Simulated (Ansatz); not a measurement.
A geometry of LiNbO₃ away from equilibrium: step 10 of the relaxation of a randomly generated symmetric cell of LiNbO3 (space group No. 187). Computed with PBEsol (plane waves to 420 eV, PAW, scalar-relativistic; Ansatz, an electronic-structure program). Γ-centred k-mesh 8×8×2 on the run's cell (coarser than for final values), Fermi–Dirac smearing 0.05 eV. The plane waves were selected for a different cell earlier on the path.

```
CELL_PARAMETERS angstrom
      3.52081     0.00000     0.00000
     -1.76040     3.04911     0.00000
      0.00000     0.00000    11.39741
ATOMIC_POSITIONS crystal
  Li 0.00000 0.00000 0.00000
  Li 0.33333 0.66667 0.50000
  Nb 0.00000 0.00000 0.30815
  Nb 0.00000 0.00000 0.69185
  O  0.66667 0.33333 0.60681
  O  0.66667 0.33333 0.39319
  O  0.00000 0.00000 0.84636
  O  0.00000 0.00000 0.15364
  O  0.33333 0.66667 0.68249
  O  0.33333 0.66667 0.31751
```

Problem. What forces act on the atoms (eV/Å)?

Solution. 
```tsv
atom	Fx	Fy	Fz
Li1	0.00	0.00	0.00
Li2	0.00	0.00	0.00
Nb3	0.00	0.00	0.59
Nb4	0.00	0.00	-0.59
O5	0.00	0.00	0.26
O6	0.00	0.00	-0.26
O7	0.00	0.00	0.33
O8	0.00	0.00	-0.33
O9	0.00	0.00	1.20
O10	0.00	0.00	-1.20
```

The path ends in P-6m2 (No. 187). No spin polarisation in the result.

The run could not lose the symmetry of its start: the end is stationary, and may be a saddle point rather than a minimum.

The end of the path is a generated cell of LiNbO3: the first start was made by a random draw of sites in a space group, and the end was not matched to a known phase here, so it may be hypothetical. Known forms of LiNbO3 include space group No. 161.
